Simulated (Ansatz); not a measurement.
**Phase order of Hg (relativity switched off)**

Structure types of Hg are relaxed in primitive cells with their symmetry kept at 0 GPa, first on PAW files, then by LAPW. The enthalpy is E + pV at zero temperature, without zero-point motion. Only the types listed were tried, and differences under about 5 meV/atom are mesh noise. Not among the end structures: fcc, which may lie lower.

Computed with Ansatz 0.2.0; functional LDA, non-relativistic. Settings: Fermi–Dirac smearing of 0.05 eV, no spin polarisation. Methods: LAPW: all electrons, basis error target 0.5 meV/atom.

k meshes: bcc 16×16×16, hcp 15×15×8, sc 14×14×14, diamond 12×12×12.

Problem. Which type is lowest in enthalpy, and by how much?

Solution. hcp, 83 meV/atom below bcc. The whole table:

```
start type         ends as          a, b, c (Å)  V (Å³/atom)  H − H(lowest), LAPW (meV/atom)
       bcc      bcc, Im-3m  3.647, 3.647, 3.647        24.25                            82.6
       hcp   hcp, P6_3/mmc  3.229, 3.229, 5.212        23.54                             0.0
        sc       sc, Pm-3m  3.038, 3.038, 3.038        28.03                           230.0
   diamond  diamond, Fd-3m  6.740, 6.740, 6.740        38.27                           576.7
```
